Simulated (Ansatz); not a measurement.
A trial cell of Li2VRuC6N6, before relaxation:

```xyz
16
Lattice="0.0000 5.0720 5.0720 5.0720 0.0000 5.0720 5.0720 5.0720 0.0000" Properties=species:S:1:pos:R:3 pbc="T T T"
Li    2.5360    2.5360    2.5360
Li    7.6080    7.6080    7.6080
V     0.0000    0.0000    0.0000
Ru    5.0720    5.0720    5.0720
C     1.9170    5.0720    5.0720
C     5.0720    1.9170    5.0720
C     5.0720    5.0720    1.9170
C     8.2270    5.0720    5.0720
C     5.0720    8.2270    5.0720
C     5.0720    5.0720    8.2270
N     3.0870    5.0720    5.0720
N     5.0720    3.0870    5.0720
N     5.0720    5.0720    3.0870
N     7.0570    5.0720    5.0720
N     5.0720    7.0570    5.0720
N     5.0720    5.0720    7.0570
```

Method: DFT PBE, scalar-relativistic, plane waves, PAW (Ansatz 0.2.0). Cutoff 420 eV, Gaussian smearing, Γ-centred meshes. Cell and atoms relax first on a coarse mesh and then on a converged one. In between, the cell is made exact in the group found at 0.06 Å. The steps can't lower the symmetry of their start. Collinear spin, starting moments V 2.0; Ru 1.0 μB.

A guess keeps its type if space group and coordination stay and the shape of the cell changes little (axis ratios within about 15 %, angles within 6°); the volume may change.

Question: Will the relaxed cell still be of the starting type?

Answer: It keeps its type. The symmetry stays Fm-3m (No. 225). The volume per atom grows by 11.2 %, from 16.3 to 18.1 Å³. The shortest distance goes from 1.17 Å (C–N) to 1.18 Å (C–N). Counting neighbours within 15 % of an atom's shortest distance, the start has C 1, Li 24, N 1, Ru 6, V 6 and the end C 1, Li 24, N 1, Ru 6, V 6.

Energies over the elements count from the elements' standard structures at the same level (N₂ as a molecule), with no fitted energy shifts.

Question: At what energy does it end?

Answer: +0.179 eV/atom. A positive value: parting into the elements would lower its energy.

The last run used collinear spin, a 6×6×6 mesh for its 16-atom cell and Gaussian smearing of 0.02 eV. The reference form of C is held partly by dispersion forces, which this level lacks. The magnetic state reached may not be the lowest. Symmetry constrained the relaxation, so the result can be a saddle point.
